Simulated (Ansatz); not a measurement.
TePb:
```xyz
2
Lattice="0.0000 3.2679 3.2679 3.2679 0.0000 3.2679 3.2679 3.2679 0.0000" Properties=species:S:1:pos:R:3 pbc="T T T"
Te     0.0000     0.0000     0.0000
Pb     3.2679     3.2679     3.2679
```

Relaxed with r²SCAN.

Task: Give the Bader charges and basin volumes of the independent atoms, plane-wave PAW r²SCAN (Ansatz code).

Result: 

```json
[
 {"atom": "Te1", "Bader charge (e)": "-0.78", "Bader volume (Å³)": "41.7"},
 {"atom": "Pb2", "Bader charge (e)": "+0.78", "Bader volume (Å³)": "28.1"}
]
```

Space group Fm-3m (rock salt). The r²SCAN relaxation kept the symmetry of its start. Spin–orbit coupling is left out wherever it is not named.

Potentials: the earlier of the program's two PAW sets.
